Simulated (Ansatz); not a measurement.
## Computed properties of CuC6

CuC₆:
```cif
data_C6Cu
_chemical_formula_sum 'C6 Cu1'
_space_group_name_H-M_alt 'P6/mmm'
_space_group_IT_number 191
_space_group_name_Hall '-P 6 2'
_cell_length_a 4.26076
_cell_length_b 4.26076
_cell_length_c 4.73429
_cell_angle_alpha 90.000
_cell_angle_beta 90.000
_cell_angle_gamma 120.000
loop_
_atom_site_label
_atom_site_type_symbol
_atom_site_symmetry_multiplicity
_atom_site_Wyckoff_symbol
_atom_site_fract_x
_atom_site_fract_y
_atom_site_fract_z
_atom_site_occupancy
C1 C 6 j 0.00000 0.33380 0.00000 1
Cu1 Cu 1 b 0.00000 0.00000 0.50000 1
```

Space group P6/mmm (No. 191); conventional cell a = b = 4.2608 Å, c = 4.7343 Å, α = β = 90.00°, γ = 120.00°.

Method: DFT-r²SCAN+D4 in the program Ansatz with PAW potentials. Structure relaxed to zero pressure with the same functional. Other levels are named where they apply.

Cell and energy:

```json
{
 "volume_per_atom": "10.63 Å³",
 "density": "3.03 g/cm³",
 "Formation energy from the elements (no fitted shifts)": "0.47 eV/atom"
}
```

Electronic structure:

```json
{
  "electronic_character": "metallic (no gap)",
  "Density of states at the Fermi level": "0.24 states/eV per atom (mean over ±0.08 eV)"
}
```

The start of the workflow was typed in or built on a structure type; neither database checked (COD, Materials Project) lists it. Its standing as an ambient phase is unchecked. Symmetry was held in the r²SCAN+D4 relaxation; whether a distortion lowers the energy is not shown. The run is not spin-polarised. Its formation energy is positive at this level, so the cell may be metastable or incomplete. The references are the lowest solids computed at this level, not always the standard phases.

Potentials: the earlier of the program's two PAW sets. The files were generated under PBE; for other functionals the program regenerates the frozen cores, and for LDA and PBEsol the local potential too.
